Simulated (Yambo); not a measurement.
A G0W0@PBEsol run in Yambo for SnS₂ (space group Fd-3m, No. 227) (2×2×2 Γ-centred k mesh, 411 bands and a 7 Ry block in the screening, 411 bands in G with the Bruneval-Gonze terminator, plasmon pole fitted at 27.2 eV) gives these matrix elements, in eV, at the band edges (Γ → Γ):

| state | E0 | <Vxc> | <Σx> | <Σc(E0)> | Z |
|---|---|---|---|---|---|
| valence edge | 0.000 | -13.221 | -16.085 | 2.094 | 0.770 |
| conduction edge | 1.202 | -11.698 | -8.420 | -3.102 | 0.799 |

Problem. Solve the linearised quasiparticle equation for both states, give the gap, and say how exchange and correlation each act on it.

Solution. E = E0 + Z(Σx + Σc − Vxc). Valence: 0.000 + 0.770 × (-16.085 + (2.094) − (-13.221)) = -0.59 eV. Conduction: 1.202 + 0.799 × (-8.420 + (-3.102) − (-11.698)) = 1.34 eV. The gap is 1.94 eV, against 1.20 eV in PBEsol. Replacing Vxc by bare exchange alone would open it by 6.14 eV; correlation takes back 5.20 eV of that, and Z scales what is left. Nearest settings tried, and what they do to the gap: 157 bands in G: +13 meV; 193 bands in W: +77 meV; 6 Ry block (537 vectors against 645): -22 meV. Not varied: mesh. So the settings aren't converged at that level. The k mesh is coarse. The mesh misses a band edge: along a dense path the PBEsol gap is 1.13 eV against 1.20 eV on the mesh. Spin-orbit splittings are left out.

The standard potential for Sn keeps a d shell in the valence without the s and p states of that shell. In tests on such compounds this moved G0W0 gaps by up to about 0.9 eV, so absolute quasiparticle energies here are unreliable; differences between settings are what counts.

Geometry of the Materials Project entry, not relaxed at this level; primitive cell a = b = c = 7.376 Å, α = β = γ = 60.00°.

This is not the ordinary phase of the substance; no match was found in the copy of COD used, and its stability was not checked.
